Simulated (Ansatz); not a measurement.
Input and command of a plane-wave DFT calculation in Ansatz:

```yaml
crystal:
  lattice:
    - [3.9883, 0.0, 0.0]
    - [0.0, 3.9883, 0.0]
    - [0.0, 0.0, 3.9883]
  atoms:
    - { symbol: K, position: [0.5, 0.5, 0.5] }
    - { symbol: Ta, position: [0.0, 0.0, 0.0] }
    - { symbol: O, position: [0.5, 0.0, 0.0] }
    - { symbol: O, position: [0.0, 0.5, 0.0] }
    - { symbol: O, position: [0.0, 0.0, 0.5] }
basis:
  ecutwfc: 420
kpoints:
  mp_grid: { grid: [8, 8, 8] }
hamiltonian:
  xc: pbe
scf:
  occupations: { method: gaussian, width: 0.05 }
output:
  forces: true
  stress: true
  eigenvalues: true
```

```bash
ansatz run input.yaml --threads 1 --pin off --max-ram 2560MiB --backend cpu --events-out ev --progress --plain --runs-dir out
```

Processor: Arm Neoverse V1, 1 thread, on a host shared with other jobs.

Q: How long does it run, and how much memory does it take?

A: About 3.9 s on 1 thread of Arm Neoverse V1 (shared host), peak memory 0.33 GiB. It solves 25 bands at 35 k points (the mesh reduced by symmetry) with about 1237 plane waves, in 6 SCF iterations.
